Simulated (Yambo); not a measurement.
**Optical response of LiNbF6**

```
LiNbF6
1.0
    2.55732     1.47647     4.55700
   -2.55732     1.47647     4.55700
    0.00000    -2.95293     4.55700
Li F Nb
1 6 1
Direct
  0.50000   0.50000   0.50000
  0.24675   0.87185   0.63645
  0.75325   0.12815   0.36355
  0.87185   0.63645   0.24675
  0.12815   0.36355   0.75325
  0.63645   0.24675   0.87185
  0.36355   0.75325   0.12815
  0.00000   0.00000   0.00000
```

Yambo, RPA with local fields on LDA bands; 4×4×4 mesh, 89 bands, 3 Ry local-field block, 0.2 eV broadening; field along x.

| E (eV) | Im ε | Re ε | Im ε, independent particles |
|---|---|---|---|
| 0.0 | 0.00 | 2.35 | 0.00 |
| 0.4 | 0.00 | 2.35 | 0.00 |
| 0.8 | 0.00 | 2.35 | 0.01 |
| 1.1 | 0.01 | 2.36 | 0.01 |
| 1.5 | 0.01 | 2.38 | 0.02 |
| 1.9 | 0.01 | 2.39 | 0.02 |
| 2.2 | 0.01 | 2.42 | 0.03 |
| 2.6 | 0.02 | 2.44 | 0.04 |
| 3.0 | 0.02 | 2.48 | 0.06 |
| 3.4 | 0.03 | 2.52 | 0.07 |
| 3.8 | 0.03 | 2.58 | 0.10 |
| 4.1 | 0.05 | 2.65 | 0.15 |
| 4.5 | 0.06 | 2.75 | 0.24 |
| 4.9 | 0.10 | 2.89 | 0.45 |
| 5.2 | 0.21 | 3.12 | 1.22 |
| 5.6 | 0.59 | 3.30 | 4.47 |
| 6.0 | 0.84 | 3.20 | 5.64 |
| 6.4 | 1.28 | 3.16 | 3.19 |
| 6.8 | 1.39 | 2.81 | 1.91 |
| 7.1 | 1.82 | 2.77 | 1.05 |
| 7.5 | 1.72 | 1.17 | 0.48 |
| 7.9 | 0.62 | 1.54 | 0.34 |
| 8.2 | 0.32 | 1.98 | 0.28 |
| 8.6 | 0.27 | 2.42 | 0.34 |
| 9.0 | 0.39 | 2.84 | 0.58 |
| 9.4 | 0.82 | 3.36 | 1.49 |
| 9.8 | 1.40 | 3.16 | 2.87 |
| 10.1 | 1.76 | 3.04 | 3.58 |
| 10.5 | 2.09 | 3.10 | 3.86 |
| 10.9 | 2.63 | 2.78 | 3.22 |
| 11.2 | 3.34 | 2.54 | 2.20 |
| 11.6 | 3.69 | 0.41 | 1.19 |
| 12.0 | 2.10 | 0.01 | 0.77 |
| 12.4 | 1.69 | 0.44 | 0.77 |
| 12.8 | 1.43 | 0.41 | 0.81 |
| 13.1 | 0.96 | 0.46 | 0.66 |
| 13.5 | 0.87 | 0.91 | 0.73 |
| 13.9 | 1.06 | 0.93 | 0.87 |
| 14.2 | 1.14 | 0.90 | 0.96 |
| 14.6 | 0.98 | 0.81 | 0.90 |
| 15.0 | 0.90 | 0.88 | 0.81 |
| 15.4 | 0.83 | 0.86 | 0.80 |
| 15.8 | 0.76 | 0.94 | 0.87 |
| 16.1 | 0.71 | 1.00 | 0.83 |
| 16.5 | 0.72 | 1.07 | 0.83 |
| 16.9 | 0.71 | 1.12 | 0.88 |
| 17.2 | 0.77 | 1.14 | 0.96 |
| 17.6 | 0.75 | 1.15 | 0.94 |
| 18.0 | 0.79 | 1.18 | 0.97 |
| 18.4 | 0.83 | 1.13 | 1.03 |
| 18.8 | 0.80 | 1.15 | 1.00 |
| 19.1 | 0.91 | 1.16 | 1.14 |
| 19.5 | 0.86 | 1.15 | 1.10 |
| 19.9 | 0.95 | 1.11 | 1.17 |

Peak heights and small wiggles depend on the k mesh. Convergence of the RPA response with its 4×4×4 mesh was not tested. No excitonic effects at this level.

Spin-orbit coupling is not included.

Geometry of the Materials Project entry, not relaxed at this level.

The structure is a Materials Project entry; no match was found in the copy of COD used, and its stability was not checked.
